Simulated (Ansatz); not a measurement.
## Computed properties of BiAu2

BiAu2:
```
BiAu2
1.0
    0.00000     4.01279     4.01279
    4.01279     0.00000     4.01279
    4.01279     4.01279     0.00000
Bi Au
2 4
Direct
  0.50000   0.50000   0.50000
  0.75000   0.75000   0.75000
  0.12500   0.12500   0.12500
  0.62500   0.12500   0.12500
  0.12500   0.12500   0.62500
  0.12500   0.62500   0.12500
```

Space group Fd-3m (No. 227), cubic Laves (MgCu2 type); conventional cell a = b = c = 8.026 Å, α = β = γ = 90.00°.

Method: r²SCAN (plane waves, PAW; program Ansatz). Structure relaxed to zero pressure with the same functional. Other levels are named where they apply.

**Cell and energy**

- Volume per atom: 21.54 Å³
- Density: 15.49 g/cm³
- Formation energy from the elements (no fitted shifts): 0.019 eV/atom

**Electronic structure**

- Electronic character: metallic (no gap)
- Density of states at the Fermi level: 0.19 states/eV per atom (mean over ±0.08 eV)
- Gap with spin–orbit coupling: none (metallic)

**Mechanics**

Bulk modulus (Birch–Murnaghan fit): 111 GPa
Pressure derivative B′: 5.5

**Charges**

- Bader charges = Bi +0.56, Au -0.28 e

The workflow started from an entry of the Crystallography Open Database (COD). Its standing as an ambient phase is unchecked. The cell was relaxed with r²SCAN under the symmetry of its start; its stability against distortions is not shown here. The references are the lowest solids computed at this level, not always the standard phases. Spin–orbit coupling is left out wherever it is not named.

Potentials: the later of the program's two PAW sets.
